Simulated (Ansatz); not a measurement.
SrO (rock salt, Fm-3m), DFT-LDA in the program Ansatz with PAW potentials: ε∞ = 3.87, cell volume 32.48 Å³. Infrared-active transverse modes:

```tsv
ω_TO (cm⁻¹)	oscillator strength S_xx (e²/amu)
215.8	0.4521
```

**Question.** Compute the static dielectric constant.

**Answer.** Each mode adds (4.921e7/V) S/ω²: 14.70. So ε0 = 18.6.

**Question.** What LO frequency does the Lyddane–Sachs–Teller relation give?

**Answer.** ω_LO = ω_TO √(ε0/ε∞) = 473 cm⁻¹.

The cell was relaxed with LDA under the symmetry of its start; phonons on a q-mesh show no instability. Spin–orbit coupling is left out wherever it is not named.

Potentials: the earlier of the program's two PAW sets.
